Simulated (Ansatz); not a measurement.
# ZrB (rocksalt structure)

Method: PBE, scalar-relativistic; no spin polarisation; PAW, 420 eV, Γ-centred 12×12×12 mesh, 0.05 eV Gaussian smearing; code Ansatz. The datasets are Ansatz's generated set soft_2.

```yaml
crystal:
  lattice:
    - [0.00000, 2.45212, 2.45212]
    - [2.45212, 0.00000, 2.45212]
    - [2.45212, 2.45212, 0.00000]
  atoms:
    - { symbol: Zr, position: [0.50000, 0.50000, 0.50000] }
    - { symbol: B, position: [0.00000, 0.00000, 0.00000] }
```

The compound is reported in the structure type of the start.

The run above is the reference. The same cell was run again with other input settings; several of them aren't fit for production, so the rows show the settings' effect and aren't properties of the material.

| keys changed | outcome | ΔE (meV/atom) | P (GPa) | gap on the mesh (eV) | cell moment (μB) | largest force component (eV/Å) | SCF iterations | rough core-seconds | new warnings |
| --- | --- | --- | --- | --- | --- | --- | --- | --- | --- |
| none (reference) | converged | 0.0 | 0.0 | metal | – | 0.000 | – | – | – |
| basis.ecutwfc: 420 → "44.1 Ry" | converged | -0.9 | 0.0 | metal | – | 0.000 | 6 | 3 | – |
| basis.ecutrho_ratio: 4 → 8; kpoints.mp_grid.grid: [12, 12, 12] → [4, 4, 4] | converged | 48.8 | 1.1 | metal | – | 0.000 | 6 | 0.9 | – |
| accuracy: "high"; scf.n_extra_bands: 4; hamiltonian.hubbard: {"sites": [{"species": "Zr", "l": "d", "u_eff": 5.0}], "double_counting": "amf"} | converged | – | 1.1 | metal | – | 0.000 | 9 | 3 | filled band counts differ across k points |
| accuracy: "high"; scf.occupations.width: 0.05 → null; scf.occupations.method: "gaussian" → "tetrahedron" | converged | 1.9 | 0.0 | metal | – | 0.000 | 7 | 2 | band table not solved further; tetrahedron derivatives may miss energy slope |
| accuracy: "high" | converged | 0.0 | 0.0 | metal | – | 0.000 | 7 | 1.9 | – |
| accuracy: "medium"; scf.algorithm: "density_mixing" | converged | 0.0 | 0.0 | metal | – | 0.000 | 6 | 2.1 | – |

These changes also left energy (to 0.1 meV/atom), pressure, gap, moment and forces as in the reference: scf.occupations.width: 0.05 → 0.001.

ΔE is the energy with the smearing extrapolated to zero. It is left out where the change alters the Hamiltonian or the spin treatment. The varied runs start from atomic densities (corrected by the program's trained start where that serves), with the default search for lower states unless a row changes it.

Question: What happens with these changes: scf.occupations.width: 0.05 → null; scf.occupations.method: "gaussian" → "tetrahedron_uncorrected"; accuracy: "low"?

Answer: outcome converged, ΔE (meV/atom) 21.8, P (GPa) 0.2, gap on the mesh (eV) metal, largest force component (eV/Å) 0.000, SCF iterations 6, rough core-seconds 1.6, new warnings band table not solved further.

Question: What happens with these changes: basis.ecutwfc: 420 → "250 eV"?

Answer: outcome converged, ΔE (meV/atom) 164.3, P (GPa) 1.2, gap on the mesh (eV) metal, largest force component (eV/Å) 0.000, SCF iterations 6, rough core-seconds 1.1, new warnings cutoff below recommended.

Of the reference: The cell is a metal with an odd number of electrons, and spin polarisation wasn't tried.
